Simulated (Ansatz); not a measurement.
Relaxed candidate structures of Cr:

**A**
```cif
data_Cr
_chemical_formula_sum 'Cr1'
_space_group_name_H-M_alt 'P 1'
_space_group_IT_number 1
_cell_length_a 2.30858
_cell_length_b 2.30858
_cell_length_c 2.30858
_cell_angle_alpha 90.000
_cell_angle_beta 90.000
_cell_angle_gamma 90.000
loop_
_space_group_symop_operation_xyz
  'x, y, z'
loop_
_atom_site_label
_atom_site_type_symbol
_atom_site_fract_x
_atom_site_fract_y
_atom_site_fract_z
_atom_site_occupancy
Cr1 Cr 0.00000 0.00000 0.00000 1
```
Spin order: non-magnetic.

**B**
```
Cr
1.0
    0.00000     3.27608     3.27608
    3.27608     0.00000     3.27608
    3.27608     3.27608     0.00000
Cr
6
Direct
  0.25000   0.25000   0.25000
  0.00000   0.00000   0.00000
  0.62500   0.62500   0.12500
  0.62500   0.12500   0.62500
  0.62500   0.62500   0.62500
  0.12500   0.62500   0.62500
```
Spin order: ferromagnetic.

**C**
```cif
data_Cr
_chemical_formula_sum 'Cr1'
_space_group_name_H-M_alt 'P 1'
_space_group_IT_number 1
_cell_length_a 2.43765
_cell_length_b 2.43765
_cell_length_c 2.43765
_cell_angle_alpha 109.471
_cell_angle_beta 109.471
_cell_angle_gamma 109.471
loop_
_space_group_symop_operation_xyz
  'x, y, z'
loop_
_atom_site_label
_atom_site_type_symbol
_atom_site_fract_x
_atom_site_fract_y
_atom_site_fract_z
_atom_site_occupancy
Cr1 Cr 0.00000 0.00000 0.00000 1
```
Spin order: non-magnetic.

**D**
```
CELL_PARAMETERS angstrom
      2.45689     0.00000     0.00000
     -1.22844     2.12773     0.00000
      0.00000     0.00000     4.39432
ATOMIC_POSITIONS crystal
  Cr 0.33333 0.66667 0.75000
  Cr 0.66667 0.33333 0.25000
```
Spin order: non-magnetic.

**E**
```xyz
8
Lattice="4.4879 0.0000 0.0000 0.0000 4.4879 0.0000 0.0000 0.0000 4.4879" Properties=species:S:1:pos:R:3 pbc="T T T"
Cr     0.0000     0.0000     0.0000
Cr     2.2440     2.2440     2.2440
Cr     0.0000     2.2440     1.1220
Cr     0.0000     2.2440     3.3660
Cr     1.1220     0.0000     2.2440
Cr     3.3660     0.0000     2.2440
Cr     2.2440     3.3660     0.0000
Cr     2.2440     1.1220     0.0000
```
Spin order: non-magnetic.

**Question.** Order them by energy per atom (lowest first) at the level PBEsol (plane waves to 420 eV, PAW, scalar-relativistic; Ansatz, a program for electronic structure).

**Answer.** C (reference, the lowest among the structures calculated here), E (+0.07 eV/atom), B (+0.27 eV/atom), D (+0.42 eV/atom), A (+1.07 eV/atom)

Each run could gain symmetry but not lose that of its start, so entries can be saddle points. From databases, or of a type measured for this composition: Im-3m, cI2, bcc (W type), non-magnetic; P6₃/mmc, hP2, hcp (Mg type), non-magnetic; the others are generated cells (placed on structure types, drawn at random, substituted or restacked) that were not matched to a known phase here. Each structure is listed in the lowest spin state found for it. Static energies at zero pressure. Spin states reached: non-magnetic, ferromagnetic; non-magnetic ones ran without spin or lost their moments; spin orders were not searched systematically.
